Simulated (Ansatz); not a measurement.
GaMo$_{3}$N (anti-perovskite, space group No. 221), DFT-PBE in the program Ansatz with PAW potentials, all energies at zero smearing, with the estimated change up to a 700 eV cutoff added, with one set of potentials and settings (totals compare only within such a set). Cell of 5 atoms (1 Ga, 3 Mo, 1 N): -19035.912 eV.

```csv
element,reference phase,E (eV/atom)
Ga,"Cmce, 4 atoms in the cell",-3783.0209
Mo,"Im-3m, 1 atoms in the cell",-4956.0212
N,"Pa-3, 8 atoms in the cell",-384.0325
```

Formation energy per atom, worked out: (-19035.912 − 1×(-3783.0209) − 3×(-4956.0212) − 1×(-384.0325))/5 = -0.159 eV/atom (-15 kJ per mol of atoms), at 0 K, without zero-point energy or fitted corrections.

Space group Pm-3m (anti-perovskite). The start of the workflow was typed in or built on a structure type; neither database checked (COD, Materials Project) lists it. Whether it is the stable phase at ambient conditions was not checked. The PBE relaxation kept the symmetry of its start; whether a distortion lowers the energy is not shown. The workflow began spin-polarised and lost its moments. The volume moved by 15 % from the start of the relaxation. The references are the lowest solids computed at this level, not always the standard phases (solids in place of the gases).

Potentials: the later of the program's two PAW sets.
